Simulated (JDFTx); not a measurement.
Reference run:

System: Cu(100) (Fm-3m bulk; lattice of mp-30, not re-optimised at this level), 1x1 cell of 5 atoms in 5 planes, area 6.40 Å² a face, 7.2 Å between the outermost planes in a cell 23.2 Å high; k mesh 8×8×1, Fermi width 0.01 Ha, no spin polarisation.

The reference is PBE, GBRV ultrasoft potentials, plane waves to 20/100 Ha; code: JDFTx (a modified build). Unrelaxed; liquid: linear PCM (GLSSA13), water, 1 M NaF. U vs SHE = −μ/e − 4.44 V throughout (conventional absolute potential of the hydrogen electrode).

```
slab thickness   work function (eV)  U_pzc (V)  mean C below U_pzc (μF/cm²)  k states × plane waves  cycles, vacuum run  rough core time, vacuum run
---------------  ------------------  ---------  ---------------------------  ----------------------  ------------------  ---------------------------
2 atoms, 1.8 Å                 4.71       0.01                14 over 0.5 V               15 × 3284                  26                         40 s
3 atoms, 3.6 Å                  ___        ___                15 over 0.5 V               15 × 3617                  26                         60 s
4 atoms, 5.4 Å                 4.61      -0.10                15 over 0.5 V               15 × 3945                  25                         90 s
5 atoms, 7.2 Å                 4.59      -0.11                15 over 0.5 V               15 × 4282                  25                        2 min
6 atoms, 8.9 Å                 4.59      -0.12                15 over 0.5 V               15 × 4592                  32                        3 min
7 atoms, 10.7 Å                4.61      -0.10                15 over 0.5 V               15 × 4927                  32                        4 min
9 atoms, 14.3 Å                4.60      -0.11                15 over 0.5 V               15 × 5593                  33                        6 min
```

Task: Fill in the missing entries.

Result: 
- 3 atoms, 3.6 Å, work function (eV): 4.65
- 3 atoms, 3.6 Å, U_pzc (V): -0.06

Core times come from shared machines and are rough, one run each.
